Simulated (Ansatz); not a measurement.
Relaxed-ion elastic tensor of Ti3Sn in space group P6_3/mmc (No. 194; Ti on 6h, Sn on 2c) in GPa (Voigt order), DFT-PBEsol in the program Ansatz with PAW potentials; density 6.28 g/cm³, 17.35 Å³ per atom.

```
  109    186   78.3    0.0    0.0    0.0
  186    109   78.3    0.0    0.0    0.0
 78.3   78.3    232    0.0    0.0    0.0
  0.0    0.0    0.0   23.2    0.0    0.0
  0.0    0.0    0.0    0.0   23.2    0.0
  0.0    0.0    0.0    0.0    0.0  -38.4
```

Question: Is the crystal mechanically stable?

Answer: No: the smallest eigenvalue of C is -76.8 GPa.

The workflow started from a Materials Project entry (that database holds measured and hypothetical structures alike); the Crystallography Open Database copy checked does not list it. Whether it is the stable phase at ambient conditions was not checked. The PBEsol relaxation kept the symmetry of its start. At this level the phase is mechanically unstable. The run is not spin-polarised. As this level gives no gap, shear constants depend on the k-mesh and smearing (Fermi–Dirac, 0.1 eV here). Spin–orbit coupling is left out wherever it is not named.

Potentials: the later of the program's two PAW sets.
